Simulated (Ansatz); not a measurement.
AsH3 on the (110) surface of Ta, space group Im-3m (No. 229) (top face towards +c; held atoms: 1, 2, 3, 4), one molecule per 30.5 Å². Starting structure (upright, lowest atom H over a hollow Ta-Ta-Ta site; the molecule's atoms stand last):

```
CELL_PARAMETERS angstrom
5.68969 0.00000 0.00000
-1.89656 5.36430 0.00000
0.00000 0.00000 24.83642
ATOMIC_POSITIONS crystal
Ta 0.25000 0.25000 0.32211
Ta 0.25000 0.75000 0.32211
Ta 0.75000 0.25000 0.32211
Ta 0.75000 0.75000 0.32211
Ta 0.50000 0.50000 0.41378
Ta 0.50000 0.00000 0.41378
Ta 0.00000 0.50000 0.41378
Ta 0.00000 0.00000 0.41378
Ta 0.75000 0.75000 0.50527
Ta 0.75000 0.25000 0.50527
Ta 0.25000 0.75000 0.50527
Ta 0.25000 0.25000 0.50527
As 0.04919 0.80730 0.63191
H 0.91667 0.58333 0.59385
H 0.90075 0.66818 0.68205
H 0.85065 0.93534 0.61982
```

Theory: DFT PBE+D3(BJ), scalar-relativistic, plane waves, PAW (Ansatz). Plane waves to 420 eV, a k mesh through Γ of 4×4×1 on the computed 16-atom cell and Gaussian smearing (0.10 eV); no spin polarisation. A dipole correction removes the field between periodic images along c.

E_ads is per molecule, from the clean relaxed slab and the free relaxed molecule; negative means bound; no zero-point or thermal terms, forces under 0.04 eV/Å, and the free molecule is spin-polarised where open-shell. Heights count from the highest slab atom.

Question: What does it relax to?

Answer: E_ads = -4.63 eV; the molecule splits into AsH + H + H. Final structure after 24 steps:

```
Ta As H
1.0
     5.68969    0.00000    0.00000
    -1.89656    5.36430    0.00000
     0.00000    0.00000   24.83642
Ta As H
12 1 3
Direct
  0.25000 0.25000 0.32211
  0.25000 0.75000 0.32211
  0.75000 0.25000 0.32211
  0.75000 0.75000 0.32211
  0.50296 0.50333 0.41119
  0.49962 0.00202 0.41309
  0.00164 0.49991 0.41310
  0.99901 0.99935 0.41436
  0.72413 0.72438 0.50856
  0.75661 0.23708 0.50759
  0.23657 0.75677 0.50751
  0.27504 0.27527 0.50356
  0.01961 0.02009 0.57787
  0.91456 0.54331 0.54669
  0.01036 0.00912 0.63884
  0.54253 0.91472 0.54655
```

Each end is the local minimum that its start leads to. The pieces were run without spin polarisation.